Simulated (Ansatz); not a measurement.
Below is a relaxed structure of Ga₅Sb₂As₃. The cell was found from a structure generator's guess, not taken from experiment.

Level of theory: DFT PBE, scalar-relativistic, plane waves, PAW (Ansatz). Cutoff 420 eV, Γ-centred mesh, Gaussian smearing, no spin polarisation.

```cif
data_structure
_symmetry_space_group_name_H-M 'P 1'
_symmetry_Int_Tables_number 1
_cell_length_a 15.1381
_cell_length_b 15.1381
_cell_length_c 15.1381
_cell_angle_alpha 164.060
_cell_angle_beta 164.060
_cell_angle_gamma 22.616
_cell_volume 261.58
loop_
_atom_site_label
_atom_site_type_symbol
_atom_site_fract_x
_atom_site_fract_y
_atom_site_fract_z
_atom_site_occupancy
Ga1 Ga 0.70270 0.70270 0.00000 1
Ga2 Ga 0.29730 0.29730 0.00000 1
Ga3 Ga 0.90568 0.90568 0.00000 1
Ga4 Ga 0.50000 0.50000 0.00000 1
Ga5 Ga 0.09432 0.09432 0.00000 1
Sb1 Sb 0.35148 0.85148 0.50000 1
Sb2 Sb 0.14852 0.64852 0.50000 1
As1 As 0.95288 0.45288 0.50000 1
As2 As 0.54712 0.04712 0.50000 1
As3 As 0.75000 0.25000 0.50000 1
```

Energies over the elements count from the elements' standard structures at the same level, with no fitted energy shifts.

Q: What space group does it have?

A: I-4m2 (No. 119), with Sb and As ordered on zinc blende sites. Conventional cell: a = 4.198 Å, c = 29.688 Å. Around Ga on a site of symmetry 2mm lie 2 As at 2.53 Å and 2 Sb at 2.64 Å; Ga on a second site of symmetry 2mm is surrounded by 2 As at 2.52 Å and 2 Sb at 2.64 Å; around Sb lie 4 Ga at 2.64 Å; around As on a site of symmetry 2mm lie 4 Ga at 2.52 Å; 2 more sites not described.

Q: What is its formation energy per atom?

A: −0.25 eV/atom. It lies below the elements, which doesn't yet make it stable against other compounds or structures.

Q: Is it a metal?

A: There is no gap on the 12×12×12 mesh, but valence and conduction bands meet within 0.015 eV, so at this level it has a zero gap rather than a metal's Fermi surface.

The last run used a 12×12×12 mesh for its 10-atom cell and Gaussian smearing of 0.10 eV. Spin–orbit coupling, which can matter for Sb, is left out. The zero gap may come from the functional, which often closes small gaps. The reference form of As is held partly by dispersion forces, which this level lacks. Symmetry constrained the relaxation, so the result can be a saddle point.
